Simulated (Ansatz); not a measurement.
PtSe2:
```
CELL_PARAMETERS angstrom
      3.74339     0.00000     0.00000
     -1.87170     3.24187     0.00000
      0.00000     0.00000     4.75498
ATOMIC_POSITIONS crystal
  Pt 0.00000 0.00000 0.00000
  Se 0.33333 0.66667 0.26458
  Se 0.66667 0.33333 0.73542
```

Relaxed with LDA. Special points in fractions of this cell's reciprocal vectors: Γ (0.000, 0.000, 0.000); M (0.500, 0.000, 0.000); K (0.333, 0.333, 0.000); A (0.000, 0.000, 0.500); L (0.500, 0.000, 0.500); H (0.333, 0.333, 0.500).

Task: List the band energies nearest the Fermi level at these points for the program Ansatz at the LDA level (PAW).

Result: In eV from the Fermi level; about four levels below and three above (degenerate sets whole), none deeper than 8.9 eV; … stands for higher levels left out; points with the same levels are listed once.

| k | below | above |
|---|---|---|
| Γ | -3.91 -3.91 -2.49 -1.03 -1.03 | 0.86 1.12 1.12 |
| M | -3.79 -3.42 -3.35 -2.98 | 0.53 2.64 5.08 |
| K | -1.73 -1.73 -0.01 -0.01 | 3.92 7.52 … |
| A | -2.99 -1.76 -1.76 -1.68 | 2.45 2.45 4.95 |
| L | -3.44 -3.44 -3.15 -2.69 -1.10 | 0.65 1.52 4.81 |
| H | -4.40 -4.40 -3.54 -2.52 -2.52 | 2.45 2.45 6.73 |

Space group P-3m1 (CdI2 type). The LDA relaxation kept the symmetry of its start; of distortions, only those at the zone centre were tested. The run is not spin-polarised. The volume moved by -16 % from the start of the relaxation. A crystal of weakly bound layers computed without a dispersion correction: the cell and the soft elastic constants depend strongly on that. Spin–orbit coupling is left out wherever it is not named.

Potentials: the later of the program's two PAW sets.
